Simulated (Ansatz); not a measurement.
CaTiO3 (cubic perovskite, space group No. 221) under volume change, DFT-LDA in the program Ansatz with PAW potentials, scaled uniformly.

| V (Å³/atom) | E − E(relaxed) (meV/atom) | P (GPa) |
|---|---|---|
| 10.016 | 67.5 | 23.68 |
| 10.346 | 28.3 | 14.50 |
| 10.676 | 6.8 | 6.67 |
| 11.007 | 0.0 | -0.01 |
| 11.337 | 6.1 | -5.72 |
| 11.667 | 23.0 | -10.58 |
| 11.997 | 49.3 | -14.73 |

Problem. What does a third-order Birch–Murnaghan fit give for V₀, B₀ and B′?

Solution. V₀ = 11.01 Å³/atom, B₀ = 205 GPa, B′ = 4.3.

Space group Pm-3m (cubic perovskite). The workflow started from a Materials Project entry (that database holds measured and hypothetical structures alike); the Crystallography Open Database files this formula in space group No. 221, but the cells were not matched. Its standing as an ambient phase is unchecked. The LDA relaxation kept the symmetry of its start. At this level the phase is dynamically unstable (imaginary phonons). No spin polarisation was allowed.

Potentials: the later of the program's two PAW sets.
